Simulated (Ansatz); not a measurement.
# GaCu3: what symmetry allows forces and stress to be

```
CELL_PARAMETERS angstrom
-1.89517 1.89517 3.89313
1.89517 -1.89517 3.89313
1.89517 1.89517 -3.89313
ATOMIC_POSITIONS crystal
Ga 0.01411 0.01411 0.00000
Cu 0.74500 0.24500 0.50000
Cu 0.24500 0.74500 0.50000
Cu 0.49588 0.49588 0.00000
```

These are results of DFT PBEsol, scalar-relativistic, plane waves, PAW in Ansatz, not measurements.

Cutoff 420 eV; k points 16×16×16 on the computed 4-atom cell (Γ-centred); Gaussian smearing, width 0.10 eV; no spin polarisation.

This distorted cell has space group I4mm, with 8 operations.

Question: Without a calculation: in which directions can each atom feel a force?

Answer: A force must be left unchanged by every operation that keeps its atom in place, so it lies in the space that those operations leave fixed. Atoms that the group maps onto each other feel forces of one size.
```tsv
atom	site symmetry	operations at the site	equivalent to atom	allowed force (Cartesian)
Ga1	4mm	8	1	along (0.00, 0.00, 1.00)
Cu2	2mm.	4	2	along (0.00, 0.00, 1.00)
Cu3	2mm.	4	2	along (0.00, 0.00, 1.00)
Cu4	4mm	8	4	along (0.00, 0.00, 1.00)
```

That leaves 3 independent force components of 12, tied by 1 condition that the forces sum to zero, so 2 remain. A relaxation in this cell that keeps the symmetry moves the atoms in these directions alone.

Question: And the stress tensor?

Answer: It must be invariant under the point group, which leaves 2 independent components: yz, xz, xy vanish; xx = yy.

Question: Do the computed values obey this?

Answer: Yes. Forces (eV/Å):
```
Ga1  0.000  0.000 -0.406
Cu2  0.000  0.000  0.221
Cu3  0.000  0.000  0.221
Cu4  0.000  0.000 -0.036
```

Stress (GPa, compression positive, xx yy zz yz xz xy): -15.16 -15.16 -15.20 0.00 0.00 0.00. The program imposes the same operations on density, forces and stress, so this confirms the analysis and is no independent test of the calculation.